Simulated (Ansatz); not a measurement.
HfN:
```xyz
6
Lattice="5.5010 0.0000 0.0000 -2.7505 4.7640 0.0000 0.0000 0.0000 3.2112" Properties=species:S:1:pos:R:3 pbc="T T T"
Hf     2.7505     0.0000     0.0000
Hf     1.3753     2.3820     0.0000
Hf    -1.3753     2.3820     0.0000
N      0.0000     0.0000     0.0000
N      0.0000     3.1760     1.6056
N      2.7505     1.5880     1.6056
```

This is the PBE-relaxed structure.

Problem. All from PBE (plane waves, PAW; program Ansatz), unless another level is named. Give the electronic character.

Solution. metallic (no gap).

Problem. Predict the formation energy from the elements (no fitted shifts).

Solution. -0.40 eV/atom.

Problem. Give the density of states at the Fermi level.

Solution. 0.35 states/eV per atom (mean over ±0.08 eV).

Space group P6/mmm. A made-up cell: these elements were put on the sites of a structure type; neither database checked (COD, Materials Project) lists it. It is not the phase usual at ambient conditions (space group No. 225). Symmetry was held in the PBE relaxation; its stability against distortions is not shown here. No spin polarisation was allowed. With an odd number of electrons in the cell and no spin polarisation, the count alone makes it a metal. The references are the lowest solids computed at this level, not always the standard phases (solids in place of the gases). Scalar-relativistic: spin–orbit coupling is off unless named, which matters more the heavier the elements.

Potentials: the later of the program's two PAW sets.
